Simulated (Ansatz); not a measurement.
The end point of a relaxation of ZnCu$_{2}$SnS$_{4}$. Space group I-4 (No. 82). All values below come from PBE (plane waves to 420 eV, PAW, scalar-relativistic; Ansatz, a program for electronic structure).

Space group I-4 (No. 82); a = b = 5.4693 Å, c = 10.9330 Å, α = β = γ = 90.00°

```json
[
 {"atom": "Cu", "site": "2a", "symmetry": "-4..", "x": "0.0000", "y": "0.0000", "z": "0.0000"},
 {"atom": "Cu", "site": "2c", "symmetry": "-4..", "x": "0.0000", "y": "0.5000", "z": "0.2500"},
 {"atom": "Zn", "site": "2d", "symmetry": "-4..", "x": "0.5000", "y": "0.0000", "z": "0.2500"},
 {"atom": "Sn", "site": "2b", "symmetry": "-4..", "x": "0.0000", "y": "0.0000", "z": "0.5000"},
 {"atom": "S", "site": "8g", "symmetry": "1", "x": "0.2584", "y": "0.2663", "z": "0.3706"}
]
```
(The calculation used a cell of 8 atoms; values per cell refer to that cell.)

For ZnCu2SnS4, the volume per atom is 20.44 Å³ and the band gap comes out as 0.04 eV, direct at Γ (no spin-orbit coupling). The shortest distances is Cu–S 2.32 Å; S–Zn 2.37 Å; S–Sn 2.47 Å and the k-mesh comes out as 9×9×9.

Band energies at high-symmetry points (eV from the VBM; labels of this space group; no spin-orbit coupling), from −5 eV up to 3.9 eV:

```
point                                                                                                                                               energies
-----  -----------------------------------------------------------------------------------------------------------------------------------------------------
Γ                  -4.87 -4.38 -4.36 -4.36 -3.75 -3.75 -3.28 -3.28 -3.25 -2.13 -2.04 -1.85 -1.61 -1.59 -1.59 -1.42 -0.06 -0.06 0.00 0.04 1.95 2.66 3.61 3.61
X                                 -4.33 -4.28 -3.67 -3.62 -3.39 -3.26 -3.18 -2.99 -1.91 -1.87 -1.77 -1.65 -1.30 -1.25 -0.80 -0.70 -0.50 -0.39 0.46 2.21 3.03
P                            -3.98 -3.88 -3.85 -3.63 -3.59 -3.24 -3.21 -2.93 -1.94 -1.92 -1.75 -1.65 -1.29 -1.28 -0.76 -0.76 -0.58 -0.57 0.70 2.69 2.95 3.39
N                           -4.90 -4.61 -4.30 -4.20 -3.81 -3.65 -3.49 -3.31 -3.06 -1.91 -1.88 -1.79 -1.68 -1.57 -1.27 -1.15 -1.09 -0.99 -0.49 1.41 3.02 3.21
M      -4.55 -4.55 -4.17 -4.07 -4.07 -3.71 -3.71 -3.35 -3.23 -3.23 -2.24 -1.93 -1.90 -1.80 -1.23 -1.11 -1.11 -1.10 -0.84 -0.84 1.14 1.99 1.99 2.28 3.15 3.49
S                 -4.84 -4.60 -4.29 -4.07 -3.92 -3.73 -3.34 -3.28 -3.12 -1.94 -1.89 -1.80 -1.65 -1.54 -1.47 -1.29 -1.03 -0.67 -0.56 1.32 2.41 3.03 3.71 3.91
S0                -4.84 -4.60 -4.29 -4.07 -3.92 -3.73 -3.34 -3.28 -3.12 -1.94 -1.89 -1.80 -1.65 -1.54 -1.47 -1.29 -1.03 -0.67 -0.56 1.32 2.41 3.03 3.71 3.91
R                            -4.32 -4.20 -3.77 -3.67 -3.49 -3.34 -3.19 -3.03 -1.92 -1.88 -1.79 -1.73 -1.36 -1.25 -0.82 -0.75 -0.65 -0.57 0.69 2.41 3.41 3.72
```

No spin polarisation in the result.

The run could not lose the symmetry of its start; a randomly shaken copy of 8 atoms returns to this structure.
